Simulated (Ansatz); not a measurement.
Be (hcp (Mg type), P6_3/mmc) is relaxed with PBE+D3(BJ) in the plane-wave PAW code Ansatz. What lattice parameters of the conventional cell result?

a = 2.214 Å, c = 3.500 Å.

Its a lies over 2 % below tabulated measurements.

The cell was relaxed with PBE+D3(BJ) under the symmetry of its start. The pairwise dispersion correction was not fitted to metals. Axis ratios of metals converge slowly with the k-mesh, so a and c are less sure than the volume.

Potentials: the later of the program's two PAW sets.
